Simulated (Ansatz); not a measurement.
# LiCl at -3.1 GPa: from Born charge to LO–TO splitting and polaron coupling

All numbers below come from Ansatz 0.2.0, DFT LDA, scalar-relativistic, plane waves, PAW. Plane waves to 420 eV; Γ-centred k mesh 8×8×8; fixed occupations. No spin polarisation. Phonons by linear response, acoustic sum rule imposed.

The cell is fixed (symmetry leaves no force on the atoms) and stands under -3.1 GPa:
```cif
data_structure
_symmetry_space_group_name_H-M 'Fm-3m'
_symmetry_Int_Tables_number 225
_cell_length_a 5.1206
_cell_length_b 5.1206
_cell_length_c 5.1206
_cell_angle_alpha 90.000
_cell_angle_beta 90.000
_cell_angle_gamma 90.000
_cell_volume 134.26
loop_
_atom_site_label
_atom_site_type_symbol
_atom_site_symmetry_multiplicity
_atom_site_Wyckoff_symbol
_atom_site_fract_x
_atom_site_fract_y
_atom_site_fract_z
_atom_site_occupancy
Li1 Li 4 a 0.00000 0.00000 0.00000 1
Cl1 Cl 4 b 0.50000 0.00000 0.00000 1
```

The cell is the ideal cubic rocksalt prototype.

Linear response gives ν_TO = 162.8 cm⁻¹, Born charges ±1.183 e (positive on Li) and ε∞ = 3.052. The primitive cell holds 33.566 Å³, and the masses are 6.940 and 35.450 amu.

Task: Find ν_LO and the static dielectric constant.

Result: The long-wave field adds a restoring force: ω_LO² − ω_TO² = Z*²e²/(ε_vac ε∞ μV). In these units ν_LO² − ν_TO² = 4.92064×10⁷ Z*²/(μ V ε∞) cm⁻², with μ = m₁m₂/(m₁ + m₂) = 5.804 amu: 115732 cm⁻². So ν_LO = √(162.8² + 115732) = 377.2 cm⁻¹, and the run gives 377.1. Lyddane–Sachs–Teller then gives ε0 = ε∞ (ν_LO/ν_TO)² = 16.37, against 16.37 in the run (it forms both from the same three quantities, so the match checks the arithmetic only). Between ν_TO and ν_LO the dielectric function is negative and an undamped crystal reflects fully: a reststrahlen band from 26.5 to 61.4 μm.

Task: What do the Clausius–Mossotti polarisability and the Szigeti charge come to?

Result: With the Lorentz local field, α = (3V/4π)(ε∞ − 1)/(ε∞ + 2) = 3.25 Å³ for the pair, and e_S = 3Z*/(ε∞ + 2) = 0.70 e. The Born charge includes the electrons' response to the dipole's own local field, and e_S takes that enhancement out. The Lorentz field assumes point-like polarisable ions, a fair picture at this small ε∞.

Task: How strongly does a slow electron couple to the LO mode?

Result: For one isotropic parabolic band, Fröhlich's constant is α_F = (1/ε∞ − 1/ε0) √(m* Ry/ħω_LO), with Ry = 13.606 eV, ħω_LO = 46.8 meV and m* in free-electron masses: α_F = 0.2666 × 17.06 × √m* = 4.55 √m*. The band mass isn't part of this run; for m* = 0.1, 0.3 and 1 it gives 1.44, 2.49, 4.55. In weak coupling the polaron lies α_F ħω_LO below the band edge (116 meV at m* = 0.3) with a mass m*(1 + α_F/6); past α_F of about 5 or 6 that expansion fails. A semilocal functional's ε∞ tends to be too large, which taken alone lowers α_F.

Cost: 1 run of about 1.8 core-minutes, on Intel Xeon Processor @ 2.50GHz (Skylake/Cascade Lake) (shared hosts).